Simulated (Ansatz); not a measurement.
# Pressure against volume: In2Au

```xyz
3
Lattice="0.0000 3.2510 3.2510 3.2510 0.0000 3.2510 3.2510 3.2510 0.0000" Properties=species:S:1:pos:R:3 pbc="T T T"
In    1.6255    1.6255    1.6255
In    4.8765    4.8765    4.8765
Au    0.0000    0.0000    0.0000
```

The conventional cell has a = 6.502 Å, b = 6.502 Å, c = 6.502 Å, α = 90.00°, β = 90.00°, γ = 90.00°. In (atom 1) is surrounded by 4 Au at 2.82 Å. Around Au (atom 3) lie 8 In at 2.82 Å.

The cell is COD entry 9009001, as deposited and not checked against the literature; nothing was relaxed.

No spin–orbit coupling, which matters for the heavy atoms here.

All numbers are computed: DFT, LDA, all-electron LAPW, scalar-relativistic (Ansatz 0.2.0); DFT, LDA, PAW with Ansatz's default frozen-core files, scalar-relativistic (Ansatz 0.2.0).

For LAPW: a Γ-centred 10×10×10 k mesh, Fermi–Dirac smearing of 0.05 eV, basis error target 0.5 meV/atom, no spin polarisation. PAW takes a cutoff of 420 eV at this cell (files made with PBE, cores remade for this functional). The Ansatz runs share mesh, smearing and spin set-up. Plane-wave (PAW) pressures include the program's estimate of the Pulay term.

The cell above is scaled evenly, with fractional coordinates and shape held.

```tsv
V/V(cell)	V (Å³/atom)	P, LAPW (GPa)	P, PAW (GPa)	free energy over the lowest listed, PAW (meV/atom)
0.9400	21.532	3.88	3.87	10.9
0.9600	21.990	1.88	1.86	2.8
0.9800	22.448	0.15	0.13	0.0
0.9900	22.677	?	?	?
1.0000	22.907	-1.32	-1.34	1.8
1.0100	23.136	-1.98	-1.99	4.2
1.0200	23.365	-2.60	-2.61	7.5
1.0400	23.823	-3.74	-3.75	16.6
1.0600	24.281	-4.73	-4.74	28.8
```

Task: Fill in the row V/V(cell) = 0.9900.

Result: P, LAPW (GPa) = -0.61, P, PAW (GPa) = -0.63, free energy over the lowest listed, PAW (meV/atom) = 0.4.

Task: What do Birch–Murnaghan fits to the pressures give?

Result: LAPW: V0 = 22.50 Å³/atom, B0 = 77 GPa, B0′ = 5.9; PAW: V0 = 22.49 Å³/atom, B0 = 78 GPa, B0′ = 5.9.

PAW's V0 lies -0.02 % from the all-electron value and its B0 0.1 %. Symmetry fixes shape and coordinates here, so this is the relaxed modulus.
